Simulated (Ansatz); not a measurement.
ZrC (rock salt)

```yaml
crystal:
  lattice:
    - [0.00000, 4.71144, 4.71144]
    - [2.35572, 0.00000, 2.35572]
    - [2.35572, 2.35572, 0.00000]
  atoms:
    - { symbol: C, position: [0.00000, 0.00000, 0.00000] }
    - { symbol: C, position: [0.50000, 0.00000, 0.00000] }
    - { symbol: Zr, position: [0.25000, 0.50000, 0.50000] }
    - { symbol: Zr, position: [0.75000, 0.50000, 0.50000] }
```

The atoms are displaced by Q × the pattern below (from a DFPT mode at L = (0.5, 0.0, 0.0), largest move 1; Q in Å), at fixed cell. (q is in reciprocal vectors of the primitive cell; the cell shown is doubled to hold the pattern.)

```
atom       x       y       z
----  ------  ------  ------
Zr3   -0.577   0.577   0.577
Zr4    0.577  -0.577  -0.577
```

Atoms not listed stay in place.

Computed with r2SCAN (plane waves to 500 eV, PAW, scalar-relativistic; Ansatz, an electronic-structure program). k mesh 17×17×17 (Γ-centred), Fermi-Dirac smearing 0.05 eV. Energies are smeared free energies. With partly filled bands, energies and forces of such displacements shift with the k mesh and the smearing. ZrC is run without spin polarisation. ZrC was relaxed with its symmetry unable to fall. ΔE is measured from the undisplaced structure.

| Q (Å) | ΔE (meV/cell) |
|---|---|
| -0.180 | 1161 |
| -0.120 | 523 |
| -0.060 | 132 |
| 0.000 | 0 |
| 0.060 | 132 |
| 0.120 | 523 |
| 0.180 | 1161 |

Q: Which DFPT wavenumber at L = (0.5, 0.0, 0.0) belongs to this mode?
A. 519 cm⁻¹
B. 673 cm⁻¹
C. 179 cm⁻¹
D. 331 cm⁻¹

A: D, 331 cm⁻¹. The curvature of the scan gives 331 cm⁻¹

(For displaced atoms, the force is minus the slope of the energy, and its curvature is a force constant, which sets phonon frequencies.)
